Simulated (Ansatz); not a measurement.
The relaxed structure here is a generated cell of ZrO2: the first start was made by placing the elements on the sites of a structure type, and the end was not matched to a known phase here, so it may be hypothetical. Known forms of ZrO2 include space group No. 14, 137, 225.

The end point of a relaxation of ZrO$_{2}$. Space group I4/mcm (No. 140). Calculation: PBEsol (plane waves to 420 eV, PAW, scalar-relativistic; Ansatz, a program for electronic structure).

Space group I4/mcm (No. 140); a = b = 4.8469 Å, c = 5.5362 Å, α = β = γ = 90.00°

```json
[
 {"atom": "O", "site": "8h", "symmetry": "m.2m", "x": "0.2085", "y": "0.2915", "z": "0.0000"},
 {"atom": "Zr", "site": "4a", "symmetry": "422", "x": "0.0000", "y": "0.0000", "z": "0.2500"}
]
```
(The calculation used a cell of 6 atoms; values per cell refer to that cell.)

Problem. What is the computed band gap (PBEsol)?

Solution. No gap on the sampled points, where the bands overlap only slightly; such a result is sensitive to mesh and level.

No spin polarisation in the result. The d or f electrons are treated with no Hubbard U.

The run could not lower the symmetry of its start; a shaken copy of this end point relaxes with PBEsol to I4₁/amd (No. 141), 0.61 eV/atom lower.
